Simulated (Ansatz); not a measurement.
An Ansatz (a program for electronic structure) run. Input:

Ansatz 0.2 input:
```yaml
crystal:
  lattice:
    - [2.9382450916, 0.0, 0.0]
    - [0.0, 2.9382450916, 0.0]
    - [0.0, 0.0, 2.9382450916]
  atoms:
    - { symbol: Ti, position: [0.5, 0.5, 0.5] }
    - { symbol: Ni, position: [0.0, 0.0, 0.0] }
kpoints:
  mp_grid: { grid: [29, 29, 29] }
hamiltonian:
  xc: lda
  pseudopotentials: { kind: paw }
scf:
  occupations: { method: fermi_dirac, width: 0.1 }
elastic: { mode: relaxed_ion, stencil: two_point, amplitude: 0.005, f_tol: 0.0005 }
```

Output (shortened):

```
Pseudopotential: Ti, paw, valence charge 12
Pseudopotential: Ni, paw, valence charge 18
Functional definition: SPW92
Crystal: 2 atoms, lattice volume = 25.367 Å³
Basis set: ecut = 420 eV, 485 PW (Γ)
Bands: 19, of which v1, the nominal top of the filled ones, is band 15 counted from 1 (14 counted from 0)
Symmetry: 48 space group operations
Space group: Pm-3m (ITA 221), of the structure as read, at distance tolerance 2.9e-5 Å
k-points: 680 of 24389
SCF iter   1: F=—  HF=-8224.494339 eV  |F-HF|=—  |Δ(HF+E_count)|=         —  Δρ=2.42e-2  dr2=8.35e-2  ethr=1.77e-3  ⟨swp⟩=3.6  Hψ=48792  notcnv=0
preconditioner: auto → none
SCF iter   2: F=—  HF=-8224.486178 eV  |F-HF|=—  |Δ(HF+E_count)|=   8.16e-3  Δρ=5.92e-3  dr2=4.68e-3  ethr=2.78e-4  ⟨swp⟩=2.0  Hψ=20088  notcnv=0
SCF iter   3: F=—  HF=-8224.485841 eV  |F-HF|=—  |Δ(HF+E_count)|=   3.37e-4  Δρ=1.47e-3  dr2=2.37e-4  ethr=1.56e-5  ⟨swp⟩=1.0  Hψ=12943  notcnv=0
SCF iter   4: F=—  HF=-8224.485821 eV  |F-HF|=—  |Δ(HF+E_count)|=   1.98e-5  Δρ=1.78e-4  dr2=5.41e-6  ethr=7.89e-7  ⟨swp⟩=1.4  Hψ=13436  notcnv=0
SCF iter   5: F=—  HF=-8224.485824 eV  |F-HF|=—  |Δ(HF+E_count)|=   3.34e-6  Δρ=1.34e-5  dr2=2.62e-8  ethr=1.80e-8  ⟨swp⟩=2.0  Hψ=19119  notcnv=0
SCF iter   6: F=—  HF=-8224.485823 eV  |F-HF|=—  |Δ(HF+E_count)|=   1.64e-6  Δρ=1.08e-5  dr2=1.70e-8  ethr=8.74e-11  ⟨swp⟩=2.0  Hψ=22437  notcnv=0
SCF iter   7: F=—  HF=-8224.485823 eV  |F-HF|=—  |Δ(HF+E_count)|=   3.93e-9  Δρ=7.84e-7  dr2=1.08e-10  ethr=5.68e-11  ⟨swp⟩=2.1  Hψ=17912  notcnv=0
SCF iter   8: F=—  HF=-8224.485823 eV  |F-HF|=—  |Δ(HF+E_count)|=  3.64e-12  Δρ=8.32e-8  dr2=1.32e-12  ethr=3.58e-13 (applied; sched 1.00e-12)  ⟨swp⟩=2.4  Hψ=23420  notcnv=0
SCF iter   9: F=-8224.485823 eV  HF=-8224.485823 eV  |F-HF|=0.00e0  |Δ(HF+E_count)|=  1.82e-12  Δρ=7.31e-9  dr2=6.15e-15  ethr=1.00e-12  ⟨swp⟩=4.5  Hψ=47791  notcnv=0
SCF 1 converged in 9 iterations: F = -8224.485823 eV  dr2 = 6.15e-15
Crystal: 2 atoms, lattice volume = 25.240 Å³
Basis set: ecut = 420 eV, 477 PW (Γ)
Symmetry: 16 space group operations
k-points: 1800 of 24389
iter 1 solved again at ethr=1.74e-6 eV; its pass at ethr=3.10e-3 eV (dr2=5.22e-4 eV) is discarded
SCF iter   1: F=—  HF=-8224.485394 eV  |F-HF|=—  |Δ(HF+E_count)|=         —  Δρ=1.62e-3  dr2=5.14e-4  ethr=1.74e-6  ⟨swp⟩=2.1  Hψ=171937  notcnv=0
preconditioner: auto → none
SCF iter   2: F=—  HF=-8224.485337 eV  |F-HF|=—  |Δ(HF+E_count)|=   5.73e-5  Δρ=3.11e-4  dr2=2.66e-5  ethr=1.71e-6  ⟨swp⟩=2.2  Hψ=42751  notcnv=0
SCF iter   3: F=—  HF=-8224.485332 eV  |F-HF|=—  |Δ(HF+E_count)|=   4.75e-6  Δρ=1.89e-4  dr2=7.20e-6  ethr=8.85e-8  ⟨swp⟩=2.4  Hψ=56089  notcnv=0
SCF iter   4: F=—  HF=-8224.485328 eV  |F-HF|=—  |Δ(HF+E_count)|=   3.73e-6  Δρ=2.37e-5  dr2=7.12e-8  ethr=2.40e-8  ⟨swp⟩=1.2  Hψ=35800  notcnv=0
SCF iter   5: F=—  HF=-8224.485327 eV  |F-HF|=—  |Δ(HF+E_count)|=   1.24e-6  Δρ=5.60e-6  dr2=2.30e-9  ethr=2.37e-10  ⟨swp⟩=2.0  Hψ=55053  notcnv=0
SCF iter   6: F=—  HF=-8224.485327 eV  |F-HF|=—  |Δ(HF+E_count)|=   1.32e-9  Δρ=6.90e-7  dr2=6.00e-11  ethr=7.66e-12  ⟨swp⟩=2.2  Hψ=56678  notcnv=0
SCF iter   7: F=—  HF=-8224.485327 eV  |F-HF|=—  |Δ(HF+E_count)|=  7.28e-12  Δρ=8.54e-8  dr2=4.87e-13  ethr=2.00e-13 (applied; sched 1.00e-12)  ⟨swp⟩=1.3  Hψ=37902  notcnv=0
SCF iter   8: F=—  HF=-8224.485327 eV  |F-HF|=—  |Δ(HF+E_count)|=    0.00e0  Δρ=2.84e-8  dr2=1.31e-13  ethr=1.00e-12  ⟨swp⟩=4.6  Hψ=126038  notcnv=0
SCF iter   9: F=-8224.485327 eV  HF=-8224.485327 eV  |F-HF|=1.82e-12  |Δ(HF+E_count)|=  1.82e-12  Δρ=5.71e-9  dr2=4.86e-15  ethr=1.00e-12  ⟨swp⟩=3.2  Hψ=97468  notcnv=0
SCF 2 converged in 9 iterations: F = -8224.485327 eV  dr2 = 4.86e-15
Crystal: 2 atoms, lattice volume = 25.494 Å³
iter 1 solved again at ethr=2.32e-9 eV; its pass at ethr=3.10e-3 eV (dr2=6.96e-7 eV) is discarded
SCF iter   1: F=—  HF=-8224.485516 eV  |F-HF|=—  |Δ(HF+E_count)|=         —  Δρ=1.95e-4  dr2=7.15e-7  ethr=2.32e-9  ⟨swp⟩=2.1  Hψ=167382  notcnv=0
preconditioner: auto → none
SCF iter   2: F=—  HF=-8224.485519 eV  |F-HF|=—  |Δ(HF+E_count)|=   3.27e-6  Δρ=9.69e-5  dr2=1.44e-7  ethr=2.32e-9  ⟨swp⟩=1.0  Hψ=34209  notcnv=0
SCF iter   3: F=—  HF=-8224.485520 eV  |F-HF|=—  |Δ(HF+E_count)|=   1.09e-6  Δρ=9.25e-6  dr2=2.40e-9  ethr=4.80e-10  ⟨swp⟩=1.0  Hψ=34200  notcnv=0
SCF iter   4: F=—  HF=-8224.485520 eV  |F-HF|=—  |Δ(HF+E_count)|=   8.52e-9  Δρ=1.66e-6  dr2=3.52e-11  ethr=7.98e-12  ⟨swp⟩=2.2  Hψ=54190  notcnv=0
SCF iter   5: F=—  HF=-8224.485520 eV  |F-HF|=—  |Δ(HF+E_count)|=  3.06e-10  Δρ=2.69e-7  dr2=9.44e-12  ethr=1.17e-13 (applied; sched 1.00e-12)  ⟨swp⟩=2.1  Hψ=57175  notcnv=0
SCF iter   6: F=-8224.485520 eV  HF=-8224.485520 eV  |F-HF|=0.00e0  |Δ(HF+E_count)|=    0.00e0  Δρ=2.95e-8  dr2=5.97e-14  ethr=1.00e-12  ⟨swp⟩=3.9  Hψ=142981  notcnv=0
SCF 3 converged in 6 iterations: F = -8224.485520 eV  dr2 = 5.97e-14
Crystal: 2 atoms, lattice volume = 25.367 Å³
Symmetry: 8 space group operations
k-points: 3375 of 24389
iter 1 solved again at ethr=4.29e-8 eV; its pass at ethr=3.10e-3 eV (dr2=1.29e-5 eV) is discarded
SCF iter   1: F=—  HF=-8224.485728 eV  |F-HF|=—  |Δ(HF+E_count)|=         —  Δρ=4.43e-4  dr2=1.43e-5  ethr=4.29e-8  ⟨swp⟩=3.2  Hψ=355916  notcnv=0
preconditioner: auto → none
SCF iter   2: F=—  HF=-8224.485726 eV  |F-HF|=—  |Δ(HF+E_count)|=   1.94e-6  Δρ=1.91e-4  dr2=2.70e-6  ethr=4.29e-8  ⟨swp⟩=1.0  Hψ=64280  notcnv=0
SCF iter   3: F=—  HF=-8224.485720 eV  |F-HF|=—  |Δ(HF+E_count)|=   5.76e-6  Δρ=1.15e-5  dr2=7.76e-9  ethr=9.00e-9  ⟨swp⟩=1.9  Hψ=73191  notcnv=0
SCF iter   4: F=—  HF=-8224.485720 eV  |F-HF|=—  |Δ(HF+E_count)|=  6.08e-10  Δρ=2.05e-6  dr2=4.67e-10  ethr=2.59e-11  ⟨swp⟩=2.2  Hψ=112809  notcnv=0
SCF iter   5: F=—  HF=-8224.485720 eV  |F-HF|=—  |Δ(HF+E_count)|=  3.64e-11  Δρ=1.14e-6  dr2=1.73e-10  ethr=1.56e-12  ⟨swp⟩=2.0  Hψ=108292  notcnv=0
SCF iter   6: F=—  HF=-8224.485720 eV  |F-HF|=—  |Δ(HF+E_count)|=  3.46e-11  Δρ=1.13e-7  dr2=7.48e-13  ethr=5.76e-13 (applied; sched 1.00e-12)  ⟨swp⟩=2.0  Hψ=86090  notcnv=0
SCF iter   7: F=-8224.485720 eV  HF=-8224.485720 eV  |F-HF|=3.64e-12  |Δ(HF+E_count)|=  1.82e-12  Δρ=2.00e-8  dr2=7.48e-14  ethr=1.00e-12  ⟨swp⟩=4.7  Hψ=239271  notcnv=0
SCF 4 converged in 7 iterations: F = -8224.485720 eV  dr2 = 7.48e-14
Crystal: 2 atoms, lattice volume = 25.367 Å³
iter 1 solved again at ethr=2.43e-11 eV; its pass at ethr=3.10e-3 eV (dr2=7.30e-9 eV) is discarded
SCF iter   1: F=—  HF=-8224.485720 eV  |F-HF|=—  |Δ(HF+E_count)|=         —  Δρ=8.10e-6  dr2=7.56e-9  ethr=2.43e-11  ⟨swp⟩=2.9  Hψ=360753  notcnv=0
preconditioner: auto → none
SCF iter   2: F=—  HF=-8224.485720 eV  |F-HF|=—  |Δ(HF+E_count)|=   1.14e-9  Δρ=3.78e-6  dr2=1.47e-9  ethr=2.43e-11  ⟨swp⟩=1.2  Hψ=65512  notcnv=0
SCF iter   3: F=—  HF=-8224.485720 eV  |F-HF|=—  |Δ(HF+E_count)|=  6.00e-11  Δρ=8.95e-7  dr2=9.11e-11  ethr=4.90e-12  ⟨swp⟩=1.2  Hψ=66186  notcnv=0
SCF iter   4: F=—  HF=-8224.485720 eV  |F-HF|=—  |Δ(HF+E_count)|=  1.82e-11  Δρ=1.62e-7  dr2=2.06e-12  ethr=3.04e-13 (applied; sched 1.00e-12)  ⟨swp⟩=2.4  Hψ=108426  notcnv=0
SCF iter   5: F=—  HF=-8224.485720 eV  |F-HF|=—  |Δ(HF+E_count)|=    0.00e0  Δρ=3.73e-8  dr2=1.32e-13  ethr=6.86e-15 (applied; sched 1.00e-12)  ⟨swp⟩=2.3  Hψ=115669  notcnv=0
SCF iter   6: F=-8224.485720 eV  HF=-8224.485720 eV  |F-HF|=0.00e0  |Δ(HF+E_count)|=  1.82e-12  Δρ=6.65e-9  dr2=5.64e-15  ethr=1.00e-12  ⟨swp⟩=3.9  Hψ=201347  notcnv=0
SCF 5 converged in 6 iterations: F = -8224.485720 eV  dr2 = 5.64e-15
SCF converged after 9 iterations
Free energy (F): -8224.485823 eV
Harris-Foulkes:  -8224.485823 eV  (|F-HF|=0.00e0)
Internal energy: -8224.397958 eV  (E = F + TS)
E sigma→0 (E₀):  -8224.441890 eV
Entropy (-TS):   -0.087865 eV (-43.932 meV/atom)
Fermi energy:    17.125884 eV
--- Per-component energies (eV) ---
  E_band       = -422.162331
  E_kinetic    = 559.580967
  E_local      = -4470.882676  (includes V_loc(G=0)·N_el)
  E_nonlocal   = 647.709140
  E_hartree    = 1885.007760
  E_xc         = -183.266050
  E_vxc        = -233.783281  (∫ρ·V_xc dr)
  E_paw        = -2560.653917  (= ΣΔE_a)
  E_vpaw       = -694.802566  (= ΣTr[D̂ρ^β])
  E_aug_tail   = 0.000564  (compensation charges beyond the density's cutoff)
  E_ewald      = -4102.653818
  E_core_change = 0.760071  (= ΣΔE_core)
  E_smearing   = -0.087865  (= −TS)
  E_closure    = 0.000000  (closes the sum)
  Σ components = -8224.485823   (vs F -8224.485823, Δ=0.00e0)
  [band-id]    e_kinetic+e_local+e_nonlocal+2·e_hartree+e_vxc+e_vpaw+e_augmentation_tail = -422.162332   (vs E_band -422.162331, Δ=-1.37e-6)
--- Forces (eV/Å), atoms counted from 1 ---
  atom   1  Ti     0.00000000     0.00000000     0.00000000
  atom   2  Ni     0.00000000     0.00000000     0.00000000
  max |Σ_I F_I| component: 0.0 eV/Å
--- Stress (GPa, compression-positive) ---
        0.120092       0.000000       0.000000
        0.000000       0.120092       0.000000
        0.000000       0.000000       0.120092
  P = ⅓ Tr σ = 0.1201 GPa (1.201 kbar)
--- Band table (eV; the first three rows and the last of 680) ---
  k-point 0: bands = ["-85.7051", "-46.5217", "-46.5217", "-46.5217", "-39.3190", "-15.7157", "-15.7157", "-15.7157", "9.1017", "12.9335", "12.9335", "14.9915", "14.9915", "14.9915", "17.6031", "17.6031", "19.9209", "19.9209", "19.9209"]
  k-point 1: bands = ["-85.7051", "-46.5219", "-46.5216", "-46.5216", "-39.3185", "-15.7202", "-15.7154", "-15.7154", "9.1263", "12.9436", "12.9447", "14.9898", "14.9898", "14.9951", "17.5922", "17.6078", "19.8849", "19.8849", "19.9165"]
  k-point 2: bands = ["-85.7050", "-46.5226", "-46.5216", "-46.5216", "-39.3170", "-15.7332", "-15.7145", "-15.7145", "9.1998", "12.9737", "12.9775", "14.9848", "14.9848", "15.0057", "17.5598", "17.6213", "19.7817", "19.7817", "19.9034"]
  k-point 679: bands = ["-85.7018", "-46.5363", "-46.5363", "-46.5363", "-39.2027", "-15.9871", "-15.9871", "-15.9871", "14.1268", "14.1399", "14.1399", "14.8089", "14.8089", "14.8098", "15.8030", "15.8030", "20.4639", "20.4639", "23.5677"]
--- Elastic constants: 2 strain directions × 2 members + reference (group order 48) ---
  dense FFT box of the reference and of every strained cell: 20×20×20
  strains applied: 11, 23; error gains: componentwise 1.00 (the most a stress slope's error grows in a printed constant), spectral 1.73 (1 for all six strains …
  C = ∂σ_k/∂η_j (tension-positive GPa; Voigt order 11 22 33 23 13 12):
       201.733    183.677    183.677      0.000      0.000      0.000
       183.677    201.733    183.677      0.000      0.000      0.000
       183.677    183.677    201.733      0.000      0.000      0.000
         0.000      0.000      0.000     52.169      0.000      0.000
         0.000      0.000      0.000      0.000     52.169      0.000
         0.000      0.000      0.000      0.000      0.000     52.169
  reference stress σ⁰ (GPa):     -0.120     -0.120     -0.120      0.000      0.000      0.000
  C* (energy form; C + prestress term) asymmetry max|C*_kj − C*_jk| = 5.684e-14 GPa — a small one proves nothing (zero by symmetry where the batch's group is …
  moduli (Voigt/Reuss/Hill, GPa): K = 189.70/189.70/189.70   G = 34.91/17.92/26.42   E = 75.73   ν = 0.433
  mechanically stable: yes (min eigenvalue of sym C = 18.06 GPa)
  where every solve meets its electron count the energy-path curvature estimates C_jj along a normal strain and C_jj − ¼(σ⁰_aa + σ⁰_bb) along a shear (ab), of …
  strain η (Voigt 11):  stress-route row diagonal C_11 = 201.73 GPa, energy-path curvature d²(F+E_count+ΔE)/dδ²/Ω₀ = 201.72 GPa
         δ    σ_11 (GPa)             F (eV)   n_scf  n_hpsi   n_pw
    -5.000e-3      -1.1371       -8224.4853271       9  708782    508   relax 0 steps, max|allowed force component| 0.0 eV/Å
     5.000e-3       0.8802       -8224.4855199       6  519239    514   relax 0 steps, max|allowed force component| 0.0 eV/Å
  strain η (Voigt 23):  stress-route row diagonal C_44 = 52.17 GPa, energy-path curvature d²(F+E_count+ΔE)/dδ²/Ω₀ = 52.26 GPa
         δ    σ_23 (GPa)             F (eV)   n_scf  n_hpsi   n_pw
    -5.000e-3      -0.2608       -8224.4857198       7  1094461    512   relax 0 steps, max|allowed force component| 0.0 eV/Å
     5.000e-3       0.2608       -8224.4857198       6  972541    512   relax 0 steps, max|allowed force component| 0.0 eV/Å
```

Cost: around 8 core-minutes (rough) on shared cores.

The workflow started from a Materials Project entry (that database holds measured and hypothetical structures alike); the Crystallography Open Database copy checked does not list it. COD files the formula under space group No. 11, 147, so this cell is another polymorph or a model. With Ti and Ni taken as one species the cell has the higher symmetry Im-3m, so it may be an ordered model of a mixed-site phase. Its standing as an ambient phase is unchecked. The cell was relaxed with LDA under the symmetry of its start; of distortions, only those at the zone centre were tested. No spin polarisation was allowed. As this level gives no gap, shear constants depend on the k-mesh and smearing (Fermi–Dirac, 0.1 eV here).

Potentials: the later of the program's two PAW sets.

Ansatz is a plane-wave DFT program.
